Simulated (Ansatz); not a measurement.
## Data sheet: Mg (DFT)

Mg:
```
Mg
1.0
    0.00000     2.24654     2.24654
    2.24654     0.00000     2.24654
    2.24654     2.24654     0.00000
Mg
1
Direct
  0.00000   0.00000   0.00000
```

Space group Fm-3m (No. 225), fcc (Cu type); conventional cell a = 4.493 Å, b = 4.493 Å, c = 4.493 Å, α = 90.00°, β = 90.00°, γ = 90.00°.

Method: PBEsol (plane waves, PAW; program Ansatz). Structure relaxed to zero pressure with the same functional. Other levels are named where they apply.

### Cell and energy

| Property | Result |
|---|---|
| Volume per atom | 22.68 Å³ |
| Density | 1.78 g/cm³ |

### Electronic structure

| Property | Result |
|---|---|
| Electronic character | metallic (no gap) |
| Density of states at the Fermi level | 0.47 states/eV per atom (mean over ±0.08 eV) |

### Mechanics

| Quantity | Result |
|---|---|
| Bulk modulus (Birch–Murnaghan fit) | 36.6 GPa |
| Pressure derivative B′ | 3.9 |
| Elastic constants (relaxed ions, GPa) | C11 = 45.0, C12 = 32.3, C44 = 24.6 |
| Mechanical stability | stable (all eigenvalues of C positive) |
| Hill bulk and shear moduli | 36.5 and 14.4 GPa |
| Young's modulus | 38.2 GPa |
| Poisson's ratio | 0.33 |
| Debye temperature from the elastic constants | 335 K |

The first step of the workflow began from a Materials Project structure, measured or hypothetical; the Crystallography Open Database copy checked does not list it. It is not the phase usual at ambient conditions (space group No. 194). Symmetry was held in the PBEsol relaxation; its stability against distortions is not shown here. As this level gives no gap, shear constants depend on the k-mesh and smearing (Fermi–Dirac, 0.1 eV here).

Potentials: the later of the program's two PAW sets.
